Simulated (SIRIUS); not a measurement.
A self-consistent single point of AlCo (Pm-3m, 2 atoms in the cell; from Materials Project mp-284, changed as shown).

```
CELL_PARAMETERS angstrom
      2.74892     0.00000     0.00000
      0.00000     2.74892     0.00000
      0.00000     0.00000     2.74892
ATOMIC_POSITIONS crystal
  Al 0.00000 0.00000 0.00000
  Co 0.50000 0.50000 0.50000
```

All values come from this method and carry its errors: PBE, SSSP 1.1.2 precision PBE pseudopotentials (plane waves; SIRIUS).

SIRIUS settings:

```
key                                                                         value
--------------------------------------  -----------------------------------------
parameters.ngridk                                                        12 12 12
parameters.xc_functionals                            [XC_GGA_X_PBE, XC_GGA_C_PBE]
parameters.gk_cutoff                                                 9.487 1/bohr
parameters.pw_cutoff                                                    30 1/bohr
parameters.smearing                                                   fermi_dirac
parameters.smearing_width                                           0.00367493 Ha
potentials                              SSSP 1.1.2 precision PBE pseudopotentials
parameters.electronic_structure_method                            pseudopotential
parameters.num_bands                                                           14
parameters.num_mag_dims                                                         0
parameters.num_dft_iter                                                       100
parameters.energy_tol                                                    1e-07 Ha
parameters.density_tol                                                      1e-06
mixer.type                                                               anderson
mixer.beta                                                                    0.3
mixer.use_hartree                                                            true
```

Results:

- Number of valence electrons = 20
- Number of bands = 14
- Number of k-points after the program's reduction = 84
- Number of plane waves (most at a k-point) = 2048
- Number of SCF iterations = 23
- FFT grid = 54 × 54 × 54
- Free energy E − TS = -4599.5685 eV
- Fermi level (on the code's own zero) = 16.29 eV
- Pressure = 25.35 GPa

Stress (GPa, positive for compression):
```
25.35   0.00   0.00
 0.00  25.35   0.00
 0.00   0.00  25.35
```

For comparison: a first run was changed to give this one (lattice scaled by 0.98), and from it to this one the free energy goes up by 70.4 meV/atom and the pressure goes from 10.13 to 25.35 GPa.

The run has no spin polarisation, so moments on Co cannot form. The structure comes from a collection of computed structures, made at another level of theory; the collection holds predicted forms beside known ones. Its lattice was then scaled. At this pressure the cell is far from its equilibrium volume at this level.

Cost on one core: roughly 100 core-seconds.
